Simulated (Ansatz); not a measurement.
Input and command of a plane-wave DFT calculation in Ansatz:

```yaml
crystal:
  lattice:
    - [3.3598823237, 0.0, 0.0]
    - [-1.6799411619, 2.9097434461, 0.0]
    - [0.0, 0.0, 4.68556]
  atoms:
    - { symbol: Li, position: [0.3333333333, 0.6666666667, 0.25] }
    - { symbol: Li, position: [0.6666666667, 0.3333333333, 0.75] }
basis:
  ecutwfc: 420
kpoints:
  mp_grid: { grid: [18, 18, 10] }
hamiltonian:
  xc: pbesol
scf:
  occupations: { method: gaussian, width: 0.15 }
output:
  forces: true
  stress: true
  eigenvalues: true
```

```bash
ansatz run input.yaml --threads 1 --pin off --max-ram 2560MiB --backend cpu --events-out ev --progress --plain --runs-dir out
```

Processor: Arm Neoverse V1, 1 thread, on a host shared with other jobs.

Problem. How long does it run, and how much memory does it take?

Solution. About 3.7 s on 1 thread of Arm Neoverse V1 (shared host), peak memory 0.34 GiB. It solves 7 bands at 222 k points (the mesh reduced by symmetry) with about 915 plane waves, in 6 SCF iterations.
